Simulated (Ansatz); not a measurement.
Si2BN in space group R3m (No. 160; B on 3a, N on 3a, Si on 3a, Si on 3a) under volume change, r²SCAN (plane waves, PAW; program Ansatz), shape and atoms relaxed at each volume.

```json
[
 {"V (Å³/atom)": "10.377", "E − E(relaxed) (meV/atom)": "45.8", "P (GPa)": "15.09"},
 {"V (Å³/atom)": "10.719", "E − E(relaxed) (meV/atom)": "20.1", "P (GPa)": "9.57"},
 {"V (Å³/atom)": "11.061", "E − E(relaxed) (meV/atom)": "4.8", "P (GPa)": "4.58"},
 {"V (Å³/atom)": "11.403", "E − E(relaxed) (meV/atom)": "0.0", "P (GPa)": "0.00"},
 {"V (Å³/atom)": "11.745", "E − E(relaxed) (meV/atom)": "4.4", "P (GPa)": "-4.01"},
 {"V (Å³/atom)": "12.087", "E − E(relaxed) (meV/atom)": "16.6", "P (GPa)": "-7.42"},
 {"V (Å³/atom)": "12.430", "E − E(relaxed) (meV/atom)": "35.8", "P (GPa)": "-10.50"}
]
```

Question: What does a third-order Birch–Murnaghan fit give for V₀, B₀ and B′?

Answer: V₀ = 11.41 Å³/atom, B₀ = 140 GPa, B′ = 2.9.

The start of the workflow was typed in or built on a structure type; neither database checked (COD, Materials Project) lists it. Its standing as an ambient phase is unchecked. The cell was relaxed with r²SCAN under the symmetry of its start; whether a distortion lowers the energy is not shown.

Potentials: the earlier of the program's two PAW sets. The files were generated under PBE; for other functionals the program regenerates the frozen cores, and for LDA and PBEsol the local potential too.
